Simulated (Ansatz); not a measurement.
Input:

BN:
```yaml
crystal:
  lattice:
    - [0.00000, 3.33235, 2.16201]
    - [1.25007, 0.00000, 2.16201]
    - [1.25007, 3.33235, 0.00000]
  atoms:
    - { symbol: B, position: [0.00011, 0.00011, 0.99989] }
    - { symbol: N, position: [0.66659, 0.66659, 0.33341] }
```

This is the r²SCAN+D4-relaxed structure.

Q: All from r²SCAN+D4 in the plane-wave PAW code Ansatz, unless another level is named. Give the electron effective mass.

A: 0.22, 0.73, 2.2 mₑ (principal values).

Q: What about the hole effective mass?

A: 0.67, 0.79, 2.1 mₑ (principal values).

Q: Predict the weight of the conduction-edge state by species (Voronoi cells).

A: B 69 %, N 31 %.

Space group Fmm2. The first step of the workflow began from a Materials Project structure, measured or hypothetical; the Crystallography Open Database copy checked does not list it. It is not the phase usual at ambient conditions (space group No. 186, 194, 216). The r²SCAN+D4 relaxation kept the symmetry of its start; its stability against distortions is not shown here.

Potentials: the later of the program's two PAW sets.

Edges and masses are those of Kohn–Sham bands, whose gap is no quasiparticle gap.
